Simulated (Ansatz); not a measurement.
Monolayer C (graphene, P6/mmm in the vacuum cell, 2 atoms) is relaxed with LDA in the plane-wave PAW code Ansatz. What in-plane lattice and thickness result?

a = 2.445 Å; 0.00 Å between the outermost nuclei.

Electronic character: no gap, with almost no states at the Fermi level. Work function: 4.48 eV.

A layer that has been made, often on a substrate. It is flat by the symmetry kept. The LDA relaxation kept the symmetry of its start; its stability against distortions is not shown here.

Potentials: the later of the program's two PAW sets.
